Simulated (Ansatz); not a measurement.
MoPt:
Space group P4/mmm (No. 123); a = 2.7105 Å, b = 2.7105 Å, c = 4.1256 Å, α = 90.00°, β = 90.00°, γ = 90.00°

```json
[
 {"atom": "Pt", "site": "1a", "symmetry": "4/mmm", "x": "0.0000", "y": "0.0000", "z": "0.0000"},
 {"atom": "Mo", "site": "1d", "symmetry": "4/mmm", "x": "0.5000", "y": "0.5000", "z": "0.5000"}
]
```

Relaxed with r²SCAN.

### Question
Tabulate the valence density and the electron localisation function along the shortest Mo–Mo contact (2.71 Å), r²SCAN in the plane-wave PAW code Ansatz.

### Answer


```csv
distance from Mo (Å),density (e/Å³),ELF
0.27,6.52,0.55
0.41,6.02,0.72
0.54,4.73,0.78
0.68,3.13,0.75
0.81,1.76,0.64
0.95,0.94,0.47
1.08,0.59,0.35
1.22,0.45,0.34
1.36,0.41,0.36
1.49,0.45,0.34
1.63,0.59,0.35
1.76,0.94,0.47
1.90,1.76,0.64
2.03,3.13,0.75
2.17,4.73,0.78
2.30,6.02,0.72
2.44,6.52,0.55
```

The density is the valence pseudo-density with augmentation charge, so density and ELF within about 1 Å of a nucleus are not all-electron values.

The start of the workflow was typed in or built on a structure type; neither database checked (COD, Materials Project) lists it. Whether it is the stable phase at ambient conditions was not checked. Symmetry was held in the r²SCAN relaxation; its stability against distortions is not shown here. No spin polarisation was allowed. Axis ratios of metals converge slowly with the k-mesh, so a and c are less sure than the volume. Scalar-relativistic: spin–orbit coupling is off unless named, which matters more the heavier the elements.

Potentials: the later of the program's two PAW sets.
